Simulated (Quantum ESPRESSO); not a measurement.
pw.x input (Quantum ESPRESSO 7.5; PBEsol, PseudoDojo standard norm-conserving files, scalar-relativistic):

```
&CONTROL
  calculation = 'scf'
  pseudo_dir = './pseudo'
  outdir = './out'
  tprnfor = .true.
  tstress = .true.
/
&SYSTEM
  ibrav = 0
  nat = 2
  ntyp = 2
  ecutwfc = 84.0
  ecutrho = 336.0
  occupations = 'smearing'
  smearing = 'fd'
  degauss = 0.002
  nbnd = 12
/
&ELECTRONS
  conv_thr = 2e-10
/
ATOMIC_SPECIES
O 15.9990 O.upf
Ba 137.3270 Ba.upf
CELL_PARAMETERS angstrom
  0.000000000000   2.742773438000   2.742773438000
  2.742773438000   0.000000000000   2.742773438000
  2.742773438000   2.742773438000   0.000000000000
ATOMIC_POSITIONS crystal
O   0.500000000000   0.500000000000   0.500000000000
Ba   0.000000000000   0.000000000000   0.000000000000
K_POINTS automatic
8 8 8 0 0 0
```

End of the output:

```
     total energy              =     -89.19389821 Ry
     estimated scf accuracy    <       0.00000009 Ry
     total energy              =     -89.19389824 Ry
     estimated scf accuracy    <          4.8E-09 Ry
     total energy              =     -89.19389824 Ry
     estimated scf accuracy    <          1.7E-09 Ry
[...]
     the Fermi energy is     9.6098 ev
!    total energy              =     -89.19389824 Ry
     estimated scf accuracy    <          1.7E-10 Ry
     smearing contrib. (-TS)   =      -0.00000000 Ry
     internal energy E=F+TS    =     -89.19389824 Ry
     The total energy is F=E-TS. E is the sum of the following terms:
     one-electron contribution =      -9.05528293 Ry
     hartree contribution      =      14.09106280 Ry
     xc contribution           =     -21.46332656 Ry
     ewald contribution        =     -72.76635155 Ry
     convergence has been achieved in  14 iterations
     Forces acting on atoms (cartesian axes, Ry/au):
     atom    1 type  1   force =     0.00000000   -0.00000000    0.00000000
     atom    2 type  2   force =    -0.00000000   -0.00000000   -0.00000000
     Total force =     0.000000     Total SCF correction =     0.000000
     Computing stress (Cartesian axis) and pressure
          total   stress  (Ry/bohr**3)                   (kbar)     P=       -0.12
  -0.00000081  -0.00000000  -0.00000000           -0.12       -0.00       -0.00
  -0.00000000  -0.00000081  -0.00000000           -0.00       -0.12       -0.00
  -0.00000000  -0.00000000  -0.00000081           -0.00       -0.00       -0.12
```
In a gapped system the printed Fermi energy is only some level inside the gap.

Geometry relaxed with PBEsol.
